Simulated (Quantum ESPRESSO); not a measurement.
## Al4Hf2NbIn (input and log of a self-consistent run)

Simulated, not a measurement. The program is pw.x of Quantum ESPRESSO 7.5 (plane-wave density functional theory). The cell is made up: eight metal atoms on a hexagonal close-packed lattice, with elements, volume, strain and displacements drawn at random and not relaxed, so it may be unstable or far from any real phase. PseudoDojo standard norm-conserving files set the functional (PBE unless stated); there is no spin polarisation or spin-orbit coupling, the Fermi-Dirac width of 0.25 eV means electrons at about 2900 K, and the masses in the input are unused placeholders. Heavy elements are run without spin-orbit coupling, which real alloys of them have. A spin test at this wide smearing found no moment, but such smearing suppresses magnetism that the real alloy may have.

Input:

```
&control calculation='scf', pseudo_dir='./dojo.nc.sr.pbe.v0_5.standard.upf', outdir='./o', disk_io='minimal', tprnfor=.true., tstress=.true. /
&system ibrav=0, nat=8, ntyp=4, nbnd=43, ecutwfc=82.02448710, nosym=.true., tot_charge=0,
 occupations='smearing', smearing='fd', degauss=0.0183746611
/
&electrons conv_thr=1.470e-08, electron_maxstep=70, mixing_beta=0.5 /
ATOMIC_SPECIES
Al 1.0 Al.upf
Hf 1.0 Hf.upf
In 1.0 In.upf
Nb 1.0 Nb.upf
CELL_PARAMETERS angstrom
3.1319 0.0208 4.8854
3.1774 -0.007 -4.9146
-3.1427 5.4681 0.03
ATOMIC_POSITIONS angstrom
Al 0.0169 -0.0479 -0.0237
Hf -1.7082 2.6514 -0.0114
Nb 3.2202 1.8296 -2.5091
Hf 1.5414 4.5094 -2.4952
Al 3.0508 -0.0912 -0.0364
Al 1.6026 2.7932 0.0199
Al 3.1735 1.6846 2.4824
In 1.5855 4.6515 2.4486
K_POINTS automatic
6 6 5 1 1 1
```

The log is shortened where brackets say so; the opening notice, blank lines, dates and the lines on written files are dropped, and the path of the files is cut. It prints rydbergs, bohrs and kilobars, and counts compression as positive stress. Its total energy is the free energy E - TS of the whole cell.

```
     Program PWSCF v.7.5
     Parallel version (MPI & OpenMP), running on       4 processor cores
     Number of MPI processes:                 4
     Threads/MPI process:                     1
     [start-up lines left out]
     bravais-lattice index     =            0
     lattice parameter (alat)  =      10.9663  a.u.
     unit-cell volume          =    1142.2024 (a.u.)^3
     number of atoms/cell      =            8
     number of atomic types    =            4
     number of electrons       =        62.00
     number of Kohn-Sham states=           43
     kinetic-energy cutoff     =      82.0245  Ry
     charge density cutoff     =     328.0979  Ry
     scf convergence threshold =      1.5E-08
     mixing beta               =       0.5000
     number of iterations used =            8  plain     mixing
     Exchange-correlation= PBE
                           (   1   4   3   4   0   0   0)
     [axes and pseudopotential details left out]
   Cartesian axes
     site n.     atom                  positions (alat units)
         1        Al     tau(   1) = (   0.0029122  -0.0082542  -0.0040840  )
         2        Hf     tau(   2) = (  -0.2943582   0.4568911  -0.0019645  )
         3        Nb     tau(   3) = (   0.5549071   0.3152779  -0.4323698  )
         4        Hf     tau(   4) = (   0.2656151   0.7770629  -0.4299746  )
         5        Al     tau(   5) = (   0.5257159  -0.0157156  -0.0062725  )
         6        Al     tau(   6) = (   0.2761611   0.4813261   0.0034292  )
         7        Al     tau(   7) = (   0.5468597   0.2902914   0.4277689  )
         8        In     tau(   8) = (   0.2732144   0.8015497   0.4219444  )
     number of k points=    90  Fermi-Dirac smearing, width (Ry)=  0.0184
                       cart. coord. in units 2pi/alat
        k(    1) = (   0.1528722   0.1939870   0.0001595), wk =   0.0222222
        k(    2) = (   0.1524057   0.4059763  -0.0004440), wk =   0.0222222
     [further k points left out]
     Dense  grid:   114691 G-vectors     FFT dimensions: (  64,  64,  72)
     Estimated max dynamical RAM per process >     393.70 MB
     Estimated total dynamical RAM >       1.46 GB
     Initial potential from superposition of free atoms
     starting charge      61.9803, renormalised to      62.0000
     Starting wfcs are   55 randomized atomic wfcs
     total cpu time spent up to now is        7.9 secs
     per-process dynamical memory:   323.1 Mb
     Self-consistent Calculation
     iteration #  1     ecut=    82.02 Ry     beta= 0.50
     Davidson diagonalization with overlap
     ethr =  1.00E-02,  avg # of iterations =  2.7
     Threshold (ethr) on eigenvalues was too large:
     Diagonalizing with lowered threshold
     Davidson diagonalization with overlap
     ethr =  6.65E-04,  avg # of iterations =  2.7
     total cpu time spent up to now is       38.2 secs
     total energy              =    -501.57712137 Ry
     estimated scf accuracy    <       0.43857829 Ry
     iteration #  2     ecut=    82.02 Ry     beta= 0.50
     Davidson diagonalization with overlap
     ethr =  7.07E-04,  avg # of iterations =  3.6
     total cpu time spent up to now is       56.2 secs
     total energy              =    -501.34781547 Ry
     estimated scf accuracy    <       3.60697944 Ry
     iteration #  3     ecut=    82.02 Ry     beta= 0.50
     Davidson diagonalization with overlap
     ethr =  7.07E-04,  avg # of iterations =  2.4
     total cpu time spent up to now is       71.4 secs
     total energy              =    -501.73475675 Ry
     estimated scf accuracy    <       0.08374617 Ry
     iteration #  4     ecut=    82.02 Ry     beta= 0.50
     Davidson diagonalization with overlap
     ethr =  1.35E-04,  avg # of iterations =  2.4
     total cpu time spent up to now is       85.7 secs
     total energy              =    -501.74130659 Ry
     estimated scf accuracy    <       0.00956536 Ry
     iteration #  5     ecut=    82.02 Ry     beta= 0.50
     Davidson diagonalization with overlap
     ethr =  1.54E-05,  avg # of iterations =  9.4
     total cpu time spent up to now is      105.1 secs
     total energy              =    -501.74298330 Ry
     estimated scf accuracy    <       0.00073063 Ry
     [iterations 6 to 7 left out]
     iteration #  8     ecut=    82.02 Ry     beta= 0.50
     Davidson diagonalization with overlap
     ethr =  4.03E-08,  avg # of iterations =  2.3
     total cpu time spent up to now is      152.5 secs
     total energy              =    -501.74316446 Ry
     estimated scf accuracy    <       0.00000185 Ry
     iteration #  9     ecut=    82.02 Ry     beta= 0.50
     Davidson diagonalization with overlap
     ethr =  2.98E-09,  avg # of iterations =  4.9
     total cpu time spent up to now is      172.1 secs
     total energy              =    -501.74316512 Ry
     estimated scf accuracy    <       0.00000054 Ry
     iteration # 10     ecut=    82.02 Ry     beta= 0.50
     Davidson diagonalization with overlap
     ethr =  8.70E-10,  avg # of iterations =  2.3
     total cpu time spent up to now is      187.3 secs
     total energy              =    -501.74316517 Ry
     estimated scf accuracy    <       0.00000031 Ry
     iteration # 11     ecut=    82.02 Ry     beta= 0.50
     Davidson diagonalization with overlap
     ethr =  4.94E-10,  avg # of iterations =  2.0
     total cpu time spent up to now is      201.4 secs
     total energy              =    -501.74316521 Ry
     estimated scf accuracy    <       0.00000002 Ry
     iteration # 12     ecut=    82.02 Ry     beta= 0.50
     Davidson diagonalization with overlap
     ethr =  3.13E-11,  avg # of iterations =  4.4
     total cpu time spent up to now is      217.9 secs
     End of self-consistent calculation
     [lines on levels left out]
!    total energy              =    -501.74316521 Ry
     estimated scf accuracy    <          4.2E-09 Ry
     smearing contrib. (-TS)   =      -0.07976238 Ry
     internal energy E=F+TS    =    -501.66340283 Ry
     The total energy is F=E-TS. E is the sum of the following terms:
     one-electron contribution =    -171.36488094 Ry
     hartree contribution      =     110.63999728 Ry
     xc contribution           =    -131.37082668 Ry
     ewald contribution        =    -309.56769248 Ry
     convergence has been achieved in  12 iterations
     Forces acting on atoms (cartesian axes, Ry/au):
     atom    1 type  1   force =    -0.00790005    0.01093683    0.01508863
     atom    2 type  2   force =     0.03219533   -0.01517215   -0.01604807
     atom    3 type  4   force =    -0.01623829   -0.00162006   -0.01151523
     atom    4 type  2   force =     0.01362362    0.00446249    0.03617347
     atom    5 type  1   force =     0.00658797    0.01339286   -0.00616700
     atom    6 type  1   force =    -0.01027024   -0.01735865   -0.00904496
     atom    7 type  1   force =    -0.00735032    0.01390506   -0.00803280
     atom    8 type  3   force =    -0.01064801   -0.00854637   -0.00045402
     Total force =     0.071378     Total SCF correction =     0.000159
     Computing stress (Cartesian axis) and pressure
          total   stress  (Ry/bohr**3)                   (kbar)     P=      -91.02
  -0.00073440  -0.00005735   0.00000164         -108.03       -8.44        0.24
  -0.00005735  -0.00073248   0.00001059           -8.44     -107.75        1.56
   0.00000164   0.00001059  -0.00038937            0.24        1.56      -57.28
     init_run     :      7.62s CPU      7.82s WALL (       1 calls)
     electrons    :    209.37s CPU    210.00s WALL (       1 calls)
     forces       :      2.16s CPU      2.18s WALL (       1 calls)
     stress       :      7.92s CPU      8.12s WALL (       1 calls)
     [timing details left out]
     PWSCF        :   3m47.18s CPU   3m48.23s WALL
     JOB DONE.
```

In other units: free energy -6826.564 eV for the cell, pressure -9.10 GPa, largest force component 0.930 eV/Å in size. The run took 230 s of wall time with four MPI processes on a shared machine (AMD EPYC, Zen 5, virtual cores), so the time is rough. A rerun of this cell at a higher cutoff and on a denser mesh moved values by no more than 0.002 eV in energy, 0.03 GPa in stress and 0.003 eV/Å in force, and a second program with other atomic files agreed on that cell to 2 % rms in force and 0.5 GPa in pressure.